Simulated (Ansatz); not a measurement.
AlAs (wurtzite, P6_3mc) at seven volumes, the program Ansatz at the PBEsol level (PAW), shape and atoms relaxed at each. One row is withheld.

| V (Å³/atom) | P (GPa) |
|---|---|
| 20.780 | 8.31 |
| 21.465 | 5.09 |
| 22.150 | 2.35 |
| 22.835 | 0.00 |
| 23.520 | -2.00 |
| 24.205 | ? |
| 24.890 | -5.17 |

### Question
Fit the shown pressures and predict the withheld one.

### Answer
P = (3/2)B₀(x^(7/2) − x^(5/2))[1 + (3/4)(B′ − 4)(x − 1)] with x = (V₀/V)^(2/3). Least squares on the six rows gives V₀ = 22.836 Å³/atom, B₀ = 72.1 GPa, B′ = 4.25. At V = 24.205, x = 0.9619 and P = -3.71 GPa. The run itself gave -3.71 GPa.

The first step of the workflow began from a Materials Project structure, measured or hypothetical; the Crystallography Open Database copy checked does not list it. It is not the phase usual at ambient conditions (space group No. 216). The cell was relaxed with PBEsol under the symmetry of its start; its stability against distortions is not shown here.

Potentials: the later of the program's two PAW sets.
